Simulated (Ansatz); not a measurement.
# HfSc: enthalpy against pressure

HfSc, P-6m2, a = 3.196 Å, c = 5.029 Å. The structure is a Materials Project entry; whether it is the stable form wasn't checked. Ansatz: PBEsol, PAW, 420 eV, Γ-centred 15×15×8 mesh on 2 atoms, Gaussian smearing 0.10 eV; no spin polarisation. Cell and atoms are relaxed at each pressure, and no other structure is tried, so the rows at high pressure may lie past a change of phase. y is the enthalpy over the state at zero pressure; there V0 = 22.249 Å³/atom. The pressures are the targets, met within 0.03 GPa.

| P (GPa) | y (eV/atom) |
| --- | --- |
| -1.0 | -0.1397 |
| 0.0 | 0.0000 |
| 1.0 | 0.1381 |
| 4.0 | 0.5432 |
| 12.0 | 1.5664 |
| 25.0 | ? |
| 50.0 | 5.7074 |
| 90.0 | 9.3229 |

Fit y = c1 P + c2 P² + c3 P³ to the other rows, say what c1 and c2 mean, and predict the missing value.

Least squares on the rows shown. y = 0.13723 P − 0.00057171 P² + 2.1985×10⁻⁶ P³. Since dH/dP = V, c1 is V0: 0.13723 eV/GPa × 160.2 = 21.984 Å³ against 22.249; c2 = −V0/(2B0) gives B0 = 120 GPa, where a Birch–Murnaghan fit to the volumes of the same runs (not shown) gives 84 GPa: a cubic over this range folds the higher terms into c2. Above P = −c2/(3 c3) = 87 GPa the cubic's slope, the volume, would rise with pressure, so the form fails there. At P = 25.0 the fit asked for gives 3.1078 eV/atom. The run gave 3.0942 eV/atom, so the fit is 0.0136 eV/atom too high, 0.14 % of the span of the series, against an rms of 0.0018 eV/atom on the fitted rows. With a term in P⁴ added, a fit to the same known rows predicts 3.0882 eV/atom, a smaller miss on the other side. Also, this row ran on the mesh 18×18×10, its neighbour on 15×15×8, which can shift it a little.

The mesh isn't the same in all rows (15×15×8, 18×18×10). Spin–orbit coupling is left out, which can shift energies with elements as heavy as these.